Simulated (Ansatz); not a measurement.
# Two-dimensional strain map in Si

These are results of DFT r2SCAN, scalar-relativistic, plane waves, PAW (Ansatz), not measurements. Cutoff 500 eV, Γ-centred 10×10×10 k-points, Gaussian smearing of 0.03 eV. No spin polarisation. Energies are free energies at this smearing, counted from the undisturbed cell; pressure is positive in compression.

The undisturbed cell (as given, not relaxed at this level; it stands at 0.1 GPa; this form isn't the usual structure):

```
CELL_PARAMETERS angstrom
-3.32544 3.32544 1.92239
3.32544 -3.32544 1.92239
3.32544 3.32544 -1.92239
ATOMIC_POSITIONS crystal
Si 0.17880 0.17880 0.35760
Si 0.82120 0.82120 0.64240
Si 0.17880 0.82120 0.00000
Si 0.82120 0.17880 0.00000
```

The cell is strained by p along both x and y and by q along z, fractional coordinates fixed. Points are written (p, q).

Energy above the undisturbed cell in meV/atom (a dash: not computed):

```
 p \ q  -0.030  -0.015  0.000  0.015  0.030
-0.030    54.2       ?   31.5   31.1   36.9
-0.015    26.2    13.2    7.8    9.2   16.9
 0.000       ?     3.5    0.0    3.1   12.3
 0.015       ?     8.1    6.3   11.0      ?
 0.030    32.5    25.3   25.0   31.1   42.8
```

(1) Fill in the withheld energies.

Answers

(1) (-0.030, -0.015): 38.9; (0.000, -0.030): 14.5; (0.015, -0.030): 17.1; (0.015, 0.030): 21.4.